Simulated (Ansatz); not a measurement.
A relaxed structure of Cr. Space group Im-3m (No. 229), bcc (W type). Level of theory: r2SCAN (plane waves to 500 eV, PAW, scalar-relativistic; Ansatz, a first-principles code).

```cif
data_Cr
_chemical_formula_sum 'Cr1'
_space_group_name_H-M_alt 'P 1'
_space_group_IT_number 1
_cell_length_a 2.45028
_cell_length_b 2.45028
_cell_length_c 2.45028
_cell_angle_alpha 109.471
_cell_angle_beta 109.471
_cell_angle_gamma 109.471
loop_
_space_group_symop_operation_xyz
  'x, y, z'
loop_
_atom_site_label
_atom_site_type_symbol
_atom_site_fract_x
_atom_site_fract_y
_atom_site_fract_z
_atom_site_occupancy
Cr1 Cr 0.00000 0.00000 0.00000 1
```

### Question
Estimate the magnetic moment that r2SCAN returns for this input.

### Answer
Zero (the starting moments vanished).

No spin polarisation in the result: the starting moments vanished. A magnetic state may lie lower.

Measured for Cr: a 2.877 Å (static lattice; corrected from measurement; as listed in H. Levämäki et al., Physical Review B (2014)). Computed minus measured — a: r2SCAN -1.7 %. The computed values are for a static lattice.

The run could not lose the symmetry of its start.
